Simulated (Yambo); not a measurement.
BSE-type run in Yambo on CaHCl (space group P4/nmm, No. 129), at zero momentum.

Quantum ESPRESSO step (PBEsol, PseudoDojo standard norm-conserving files, scalar-relativistic):
```
&CONTROL
  calculation = 'nscf'
  pseudo_dir = './pseudo'
  outdir = './out'
/
&SYSTEM
  ibrav = 0
  nat = 6
  ntyp = 3
  ecutwfc = 72.0
  ecutrho = 288.0
  occupations = 'fixed'
  force_symmorphic = .true.
  nbnd = 59
/
&ELECTRONS
  conv_thr = 6.000000000000001e-09
  diago_full_acc = .true.
  diago_thr_init = 1e-08
/
ATOMIC_SPECIES
H 1.0080 H.upf
Cl 35.4500 Cl.upf
Ca 40.0780 Ca.upf
CELL_PARAMETERS angstrom
  3.816680000000   0.000000000000   0.000000000000
  0.000000000000   3.816680000000   0.000000000000
  0.000000000000   0.000000000000   6.902810000000
ATOMIC_POSITIONS crystal
H   0.500000000000   0.500000000000   0.000000000000
H   0.000000000000   0.000000000000   0.000000000000
Cl   0.500000000000   0.000000000000   0.652840000000
Cl   0.000000000000   0.500000000000   0.347160000000
Ca   0.000000000000   0.500000000000   0.807920000000
Ca   0.500000000000   0.000000000000   0.192080000000
K_POINTS automatic
6 6 4 0 0 0
```

Yambo input:
```
rim_cut
optics
bse
bss
dipoles
em1s
RandQpts= 1000000
RandGvec= 1 Ry
FFTGvecs= 40 Ry
Chimod= "HARTREE"
BSKmod= "SEX"
BSEmod= "resonant"
BSSmod= "hs"
BSENGexx= 15 Ry
BSENGBlk= 3 Ry
% BSEQptR
 1 | 1 |
%
% BSEBands
 11 | 30 |
%
% BEnRange
 0.0 | 9.6 | eV
%
% BDmRange
 0.15 | 0.15 | eV
%
BEnSteps= 192
% BLongDir
 1.0 | 0.0 | 0.0 |
%
BSHayTrs= -0.02
BSSNEig= 24
WRbsWF
% BndsRnXs
 1 | 55 |
%
NGsBlkXs= 3 Ry
% LongDrXs
 1.0 | 1.0 | 1.0 |
%
```

From the report:

The dimension is k points × valence × conduction bands = 144 × 8 × 12 = 13824.
```
  [SLEPC] Approach                          : Krylov-Schur
  [SLEPC] Number of requested eigenvalues   :  24
  [SLEPC] Number of eigenvalues        [NEV]:  24
   [K] Dimension                                    :  13824
   [K] Bands                                        :  11  30
   [K] Exchange res                                 : yes
   [K] Correlation res                              : yes
   [K] W interaction is bare                        : no
   [K] RL vectors exchange                          :   677
   [K] RL vectors correlation                       :   59
   [W] Matrix size                                  :   59
   [W] Bands                                        :    1   55
   [W] Coulomb Cutoff                               : none
   [W] Hxc Kernel                                   : HARTREE
```

Geometry of the Materials Project entry, not relaxed at this level.
